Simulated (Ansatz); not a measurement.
The start is a relaxed Mg cell displaced along its unstable phonon at q = (½, 0, 0) of its primitive reciprocal cell (28i cm⁻¹), largest move 0.15 Å. The structure is fully relaxed (lattice and positions, P = 0) with PBEsol (plane waves to 420 eV, PAW, scalar-relativistic; Ansatz, a first-principles code). The first steps use a coarse 13×13×13 k-mesh.

Initial structure:
```
CELL_PARAMETERS angstrom
     -3.55579     3.55579     3.55579
      1.77789    -1.77789     1.77789
      1.77789     1.77789    -1.77789
ATOMIC_POSITIONS crystal
  Mg 0.00000 0.97017 0.02983
  Mg 0.50000 0.02983 0.97017
```

* **Energy released**: 0.03 eV/atom
* **Optimiser moves**: 12

Final values are on a 17×17×9 k-mesh of the relaxed cell. No spin polarisation in the result.

The run could not lose the symmetry of its start.

Of the parent cell (Im-3m (No. 229)): it is a generated cell of Mg: the first start was made by placing the elements on the sites of a structure type, and the end was not matched to a known phase here, so it may be hypothetical. Known forms of Mg include space group No. 194.
